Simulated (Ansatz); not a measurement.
CdTe:
```yaml
crystal:
  lattice:
    - [0.00000, 3.20434, 3.20434]
    - [3.20434, 0.00000, 3.20434]
    - [3.20434, 3.20434, 0.00000]
  atoms:
    - { symbol: Te, position: [0.75000, 0.75000, 0.75000] }
    - { symbol: Cd, position: [0.00000, 0.00000, 0.00000] }
```

Relaxed with LDA. Special points in fractions of this cell's reciprocal vectors: Γ (0.000, 0.000, 0.000); X (0.500, 0.000, 0.500); U (0.625, 0.250, 0.625); K (0.375, 0.375, 0.750); L (0.500, 0.500, 0.500); W (0.500, 0.250, 0.750).

Question: List the band energies nearest the valence-band maximum at these points for LDA in the plane-wave PAW code Ansatz.

Answer: In eV from the valence-band maximum; about four levels below and three above (degenerate sets whole), none deeper than 8.9 eV; points with the same levels are listed once.

```json
[
 {"k": "Γ", "below": "-8.10 -8.10 0.00 0.00 0.00", "above": "0.61 4.51 4.51 4.51"},
 {"k": "X", "below": "-7.59 -4.54 -2.00 -2.00", "above": "2.39 2.55 8.79"},
 {"k": "U", "below": "-7.54 -4.44 -2.74 -1.66", "above": "2.75 4.45 7.28"},
 {"k": "L", "below": "-7.73 -4.69 -0.83 -0.83", "above": "1.68 5.12 5.12"},
 {"k": "W", "below": "-7.50 -4.42 -2.48 -2.38", "above": "4.27 4.56 5.47"}
]
```

Space group F-43m (zinc blende). Symmetry was held in the LDA relaxation; of distortions, only those at the zone centre were tested. Spin–orbit coupling is left out wherever it is not named.

Potentials: the later of the program's two PAW sets.
